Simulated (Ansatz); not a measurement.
A 12-atom cell of TiSi3O8 built on the anatase structure (relaxed group Cm) at its r2SCAN geometry, run in Ansatz 0.2.0 at 2 levels of theory. Spin-unpolarised throughout. Whether this structure exists isn't addressed.

The r2SCAN input:
```yaml
crystal:
  lattice:
    - [4.734292551, -1.778531989, -0.0357221839]
    - [4.734292551, 1.778531989, -0.0357221839]
    - [-2.5866753214, 0.0, 6.61923565]
  atoms:
    - { symbol: Ti, position: [-0.0060665973, -0.0060665973, 0.0006202434] }
    - { symbol: Si, position: [0.2598398707, 0.2598398707, 0.379777725] }
    - { symbol: O, position: [0.4620501424, 0.4620501424, 0.4791018725] }
    - { symbol: O, position: [0.2170074875, 0.2170074875, 0.1094216926] }
    - { symbol: O, position: [0.0564265708, 0.0564265708, 0.2871596136] }
    - { symbol: O, position: [0.8032828642, 0.8032828642, 0.3993837312] }
    - { symbol: Si, position: [0.0074967148, 0.0074967148, 0.5015821975] }
    - { symbol: Si, position: [0.240134443, 0.240134443, 0.8697667505] }
    - { symbol: O, position: [0.4350335949, 0.4350335949, 0.9682853806] }
    - { symbol: O, position: [0.2125862367, 0.2125862367, 0.6061445081] }
    - { symbol: O, position: [0.0434589208, 0.0434589208, 0.7623325375] }
    - { symbol: O, position: [0.7687497513, 0.7687497513, 0.8864237476] }
kpoints:
  mp_grid: { grid: [8, 8, 4] }
  band_path:
    path:
      - [0.0, 0.0, 0.0]
      - [-0.2909108262, 0.2909108262, 0.0]
      - [0.2909108262, 0.7090891738, 0.0]
      - [0.5, 0.5, 0.0]
      - [0.5, 0.5, -0.5]
      - [0.2706883155, 0.7293116845, -0.5]
      - [-0.2706883155, 0.2706883155, -0.5]
      - [0.0, 0.0, -0.5]
      - [0.0, 0.5, -0.5]
      - [0.25, -0.25, 0.0]
      - [-0.2618197435, 0.2618197435, 0.0]
    npoints: 1
hamiltonian:
  xc: r2scan
scf:
  occupations: { method: fixed }
  n_extra_bands: 7
output:
  forces: true
  stress: true
  eigenvalues: true
```

Main results, then, where recorded, the levels near the gap in eV from the Fermi energy (columns number the bands from 0), one row a point of the path (Γ, C, C₂, Y₂, M₂, D, D₂, A, L₂, Γ–C (0.86), Γ–C (0.90)):
```
Crystal: 12 atoms, lattice volume = 111.140 Å³
Symmetry: 2 space group operations
Space group: Cm (ITA 8)
```
```
Basis set: ecut = 500 eV, 2815 PW (Γ)
Bands: 43, of which v1, the nominal top of the filled ones, is band 36 counted from 1 (35 counted from 0)
k-points: 78 of 256 (time reversal used)
Free energy (F): -8984.095549 eV
Fermi energy:    7.748651 eV
--- Forces (eV/Å), atoms counted from 1 ---
  atom   1  Ti    -0.00080      0.00000    -0.00161
  atom   2  Si      0.00005      0.00000      0.00409
  atom   3  O       0.00146      0.00000      0.00066
  atom   4  O       0.00012      0.00000    -0.00043
  atom   5  O       0.00146      0.00000    -0.00417
  atom   6  O     -0.00184      0.00000    -0.00139
  atom   7  Si      0.00145      0.00000      0.00173
  atom   8  Si      0.00021      0.00000    -0.00419
  atom   9  O     -0.00002      0.00000      0.00069
  atom  10  O     -0.00093      0.00000      0.00087
  atom  11  O     -0.00086      0.00000      0.00276
  atom  12  O     -0.00031      0.00000      0.00100
--- Stress (GPa, compression-positive) ---
        0.035993       0.000000       0.006258
        0.000000       0.029280       0.000000
        0.006258       0.000000       0.018580
  P = ⅓ Tr σ = 0.0280 GPa (0.280 kbar)
```
```tsv
band_31	band_32	band_33	band_34	band_35	band_36	band_37	band_38
-1.295	-1.193	-0.954	-0.719	-0.702	3.257	3.838	4.828
-1.662	-1.375	-1.105	-0.604	-0.043	3.479	3.668	4.562
-1.662	-1.375	-1.105	-0.604	-0.043	3.479	3.668	4.562
-1.704	-1.348	-1.095	-0.541	-0.512	3.274	3.880	4.854
-1.273	-1.126	-1.061	-0.936	-0.851	3.314	3.717	4.845
-1.638	-1.093	-0.676	-0.529	-0.186	3.467	3.677	4.583
-1.638	-1.093	-0.676	-0.529	-0.186	3.467	3.677	4.583
-1.326	-1.171	-1.151	-0.969	-0.843	3.362	3.804	4.821
-1.579	-0.949	-0.790	-0.548	-0.195	3.498	3.663	4.574
-1.641	-1.425	-1.283	-0.574	0.000	3.491	3.684	4.605
-1.646	-1.425	-1.230	-0.576	-0.003	3.488	3.680	4.604
```

With r2SCAN the valence top lies at Γ–C (0.86 of the way from Γ) and the conduction bottom at Γ, 3.26 eV higher; the smallest vertical gap, at Γ–C (0.86 of the way from Γ), is 3.49 eV. The lowest empty level at Y₂ lies only 17 meV higher, so the place of the conduction bottom isn't settled.

Q: In the first input these blocks are replaced (the band path and keys that only write files left aside):
```yaml
kpoints:
  mp_grid: { grid: [4, 4, 2] }
hamiltonian:
  xc: hse06
```
What comes out?

A:
```
Basis set: ecut = 420 eV, 2159 PW (Γ)
Bands: 43, of which v1, the nominal top of the filled ones, is band 36 counted from 1 (35 counted from 0)
k-points: 14 of 32 (time reversal used)
Exchange kernel: α = 0.2500, screened, ω = 0.2079 Å⁻¹, Wigner–Seitz truncation, v(0) = 1027.5917 eV·Å³, q-mesh 4×4×2
hybrid outer 1: dexx = +4.186e-2 eV, tail = 1.14e-4 eV
hybrid outer 2: dexx = +1.776e-6 eV, tail = 3.96e-8 eV, Δε = 4.02e-3 eV, ΔF = 1.96e-2 eV/Å
hybrid outer 3: dexx = +1.381e-9 eV, tail = 3.91e-9 eV, Δε = 1.07e-4 eV, ΔF = 3.10e-4 eV/Å
Free energy (F): -8958.631285 eV
Fermi energy:    6.918725 eV
--- Forces (eV/Å), atoms counted from 1 ---
  atom   1  Ti    -0.03243      0.00000    -0.01976
  atom   2  Si      0.02934      0.00000      0.05190
  atom   3  O     -0.11037      0.00000    -0.04887
  atom   4  O     -0.22605      0.00000    -0.06677
  atom   5  O       0.10089      0.00000    -0.10539
  atom   6  O       0.09486      0.00000      0.04032
  atom   7  Si      0.01755      0.00000      0.01500
  atom   8  Si    -0.01303      0.00000    -0.05550
  atom   9  O       0.02339      0.00000      0.01818
  atom  10  O     -0.12356      0.00000    -0.06840
  atom  11  O       0.02031      0.00000      0.14889
  atom  12  O       0.21908      0.00000      0.09036
--- Stress (GPa, compression-positive) ---
       -2.189202       0.000000      -0.270211
        0.000000      -1.578565       0.000000
       -0.270211       0.000000      -1.702461
  P = ⅓ Tr σ = -1.8234 GPa (-18.234 kbar)
```
```tsv
band_31	band_32	band_33	band_34	band_35	band_36	band_37	band_38
-1.305	-1.236	-0.953	-0.755	-0.730	4.537	5.212	6.225
-1.678	-1.448	-1.102	-0.644	-0.047	4.771	5.015	5.983
-1.678	-1.448	-1.102	-0.644	-0.047	4.771	5.015	5.983
-1.798	-1.422	-1.122	-0.563	-0.533	4.559	5.253	6.252
-1.363	-1.160	-1.099	-1.001	-0.848	4.595	5.047	6.241
-1.651	-1.113	-0.717	-0.574	-0.193	4.756	5.021	6.005
-1.651	-1.113	-0.717	-0.574	-0.193	4.756	5.021	6.005
-1.395	-1.215	-1.196	-1.022	-0.846	4.643	5.171	6.218
-1.583	-0.967	-0.835	-0.607	-0.201	4.800	5.002	5.994
-1.650	-1.498	-1.294	-0.611	0.000	4.786	5.039	6.027
-1.658	-1.503	-1.235	-0.613	-0.004	4.782	5.034	6.027
```
HSE06 gives an indirect gap of 4.54 eV, from Γ–C (0.86 of the way from Γ) to Γ; the least direct gap is 4.79 eV at Γ–C (0.90 of the way from Γ). The lowest empty level at Y₂ lies only 22 meV higher, so the place of the conduction bottom isn't settled. With the atoms held, the mean pressure is -1.8 GPa (compression positive). (The program warns that its thresholds are loose for a hybrid's stress.)

Small level splittings and stresses of the hybrids carry the error of their coarser meshes.

Totals of different functionals can't be compared.
